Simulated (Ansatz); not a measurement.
Rb2PtCl6 in space group Fm-3m (No. 225; Rb on 8c, Pt on 4a, Cl on 24e), r²SCAN (plane waves, PAW; program Ansatz). The conduction-band minimum lies at X, with 3 equivalent valleys. Second derivatives d²E/dk² of the lowest band at one valley (eV·Å²), along Cartesian directions:

```csv
direction,d²E/dk²
[100],11.53
[010],9.571
[001],9.571
[110],10.55
[101],10.55
[011],9.574
```

Problem. Find the principal effective masses, the density-of-states mass and the conductivity mass.

Solution. Off-diagonal terms follow from H_xy = H[110] − (H_xx + H_yy)/2, and m*/mₑ = 7.620 eV·Å² over each eigenvalue: 0.66, 0.80, 0.80. One valley's DOS mass (m₁m₂m₃)^(1/3) = 0.75, conductivity mass 3/(Σ 1/mᵢ) = 0.75 mₑ.

Problem. What effective density of states Nc follows at 300 K for parabolic valleys?

Solution. Nc = 2.509e19 × 3 × (0.75)^(3/2) ≈ 4.9e19 cm⁻³.

The first step of the workflow began from a Materials Project structure, measured or hypothetical; the Crystallography Open Database files this formula in space group No. 225, but the cells were not matched. Its standing as an ambient phase is unchecked. The cell was relaxed with r²SCAN under the symmetry of its start; its stability against distortions is not shown here. The run is not spin-polarised. Scalar-relativistic: spin–orbit coupling is off unless named, which matters more the heavier the elements.

Potentials: the later of the program's two PAW sets.

Edges and masses are those of Kohn–Sham bands, whose gap is no quasiparticle gap.
